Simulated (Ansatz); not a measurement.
The start is a generated cell, MnSi built in the NbAs structure type. The structure is fully relaxed (lattice and positions, P = 0) with PBEsol (plane waves to 420 eV, PAW, scalar-relativistic; Ansatz, a quantum-chemistry and plane-wave program). The first steps use a coarse 10×10×10 k-mesh.

Starting cell:
```yaml
crystal:
  lattice:
    - [-1.57490, 1.57490, 5.33184]
    - [1.57490, -1.57490, 5.33184]
    - [1.57490, 1.57490, -5.33184]
  atoms:
    - { symbol: Mn, position: [0.50000, 0.50000, 0.00000] }
    - { symbol: Mn, position: [0.25000, 0.75000, 0.50000] }
    - { symbol: Si, position: [0.91600, 0.91600, 0.00000] }
    - { symbol: Si, position: [0.66600, 0.16600, 0.50000] }
```
Spin-polarised start, with parallel moments on Mn.

| Item | Result |
|---|---|
| Initial pressure | -15 GPa (negative: the cell is under tension) |
| Largest initial force | about 0.2 eV/Å, on Mn1, Mn2, Si3, Si4 (atoms numbered as listed) |
| Volume change | -9.5 %, from 13.22 to 11.97 Å³/atom |
| Band gap at the end | no gap (metallic) |
| Moments at the end | net 0.41 μB/atom, ferromagnetic |
| Optimiser moves | 9 |

Relaxed structure:

Space group I4₁md (No. 109); a = 3.0515 Å, b = 3.0515 Å, c = 10.2840 Å, α = 90.00°, β = 90.00°, γ = 90.00°

```tsv
atom	site	symmetry	x	y	z
Mn	4a	2mm.	0.0000	0.0000	0.9983
Si	4a	2mm.	0.0000	0.0000	0.4177
```
(The calculation used a cell of 4 atoms; values per cell refer to that cell.)

Final values are on a 17×17×17 k-mesh of the relaxed cell. Spin state reached: ferromagnetic (net 0.41 μB/atom), from parallel starting moments; other spin orders were not run from this start.

The run could not lose the symmetry of its start, so the end can be a saddle point.

The relaxed structure here is a generated cell of MnSi: the first start was made by placing the elements on the sites of a structure type, and the end was not matched to a known phase here, so it may be hypothetical. Known forms of MnSi include space group No. 198.
